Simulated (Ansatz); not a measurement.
AlN:
```
AlN
1.0
    0.00000     2.18857     2.18857
    2.18857     0.00000     2.18857
    2.18857     2.18857     0.00000
Al N
1 1
Direct
  0.00000   0.00000   0.00000
  0.25000   0.25000   0.25000
```

Relaxed with PBEsol. Special points in fractions of this cell's reciprocal vectors: Γ (0.000, 0.000, 0.000); X (0.500, 0.000, 0.500); U (0.625, 0.250, 0.625); K (0.375, 0.375, 0.750); L (0.500, 0.500, 0.500); W (0.500, 0.250, 0.750).

Question: List the band energies nearest the valence-band maximum at these points for the program Ansatz at the PBEsol level (PAW).

Answer: In eV from the valence-band maximum; about four levels below and three above (degenerate sets whole), none deeper than 8.9 eV; … stands for higher levels left out; points with the same levels are listed once.

| k | below | above |
|---|---|---|
| Γ | 0.00 0.00 0.00 | 4.06 … |
| X | -4.92 -1.78 -1.78 | 3.19 8.44 … |
| U | -4.27 -3.66 -1.38 | 5.04 9.94 … |
| L | -5.88 -0.48 -0.48 | 7.22 9.72 … |
| W | -3.79 -3.46 -2.72 | 5.93 11.23 … |

Space group F-43m (zinc blende). The PBEsol relaxation kept the symmetry of its start.

Potentials: the earlier of the program's two PAW sets. The files were generated under PBE; for other functionals the program regenerates the frozen cores, and for LDA and PBEsol the local potential too.
